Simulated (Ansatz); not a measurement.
Cr, dhcp: geometry optimisation

Method: DFT, r2SCAN, plane waves (500 eV) with PAW, scalar-relativistic (Ansatz 0.2.0). The PAW files were generated under PBE, with cores re-solved for the functional.

k-point mesh 14×14×4, Fermi-Dirac smearing 0.05 eV, starting moments 1.50 ×4 μB. Cell and atoms relax.

Starting structure:

```yaml
crystal:
  lattice:
    - [2.569259227, 0.0, 0.0]
    - [-1.2846296135, 2.2250437595, 0.0]
    - [0.0, 0.0, 8.3912006354]
  atoms:
    - { symbol: Cr, position: [0.0, 0.0, 0.0], spin: 1.5 }
    - { symbol: Cr, position: [0.0, 0.0, 0.5], spin: 1.5 }
    - { symbol: Cr, position: [0.3333333333, 0.6666666667, 0.25], spin: 1.5 }
    - { symbol: Cr, position: [0.6666666667, 0.3333333333, 0.75], spin: 1.5 }
hamiltonian:
  xc: r2scan
  pseudopotentials:
    kind: paw
    azcp:
      Cr: "pseudopotentials/Cr.paw.azcp"
basis:
  ecutwfc: 500
  fft_grid_basis: typed
kpoints:
  mp_grid: { grid: [14, 14, 4], shift: [0, 0, 0] }
magnetization:
  spin_polarized: true
scf:
  occupations: { method: fermi_dirac, width: 0.05 }
relax:
  max_steps: 60
  f_tol: 0.01
  cell: {}
```

Q: What cell does the relaxation end in?

A: P6_3/mmc (spin ignored) with a = 2.875 Å, c = 7.949 Å (c/a = 2.764); 14.23 Å³ per atom against 11.99 at the start (18.7 %).

Q: How much energy does the relaxation gain?

A: 234.5 meV per atom.

Path of the relaxation (the plane waves are chosen anew near the end, which can shift the energy a little):

```csv
step,E − E(final) (meV/atom),V (Å³/atom),P (GPa),max force (eV/Å)
0,234.47,11.993,13.71,0.000
1,89.79,12.606,10.03,0.000
2,14.10,13.564,3.09,0.000
3,2.50,14.015,0.77,0.000
4,2.09,14.163,0.19,0.000
5,2.08,14.214,0.01,0.000
6,0.00,14.214,0.05,0.000
7,0.01,14.229,0.01,0.000
8,0.00,14.229,0.01,0.000
```

Q: Which magnetic state does it end in?

A: ferrimagnetic, largest moment 2.94 μB in the atomic sphere; moments -2.94 ×2, 2.78 ×2 μB.
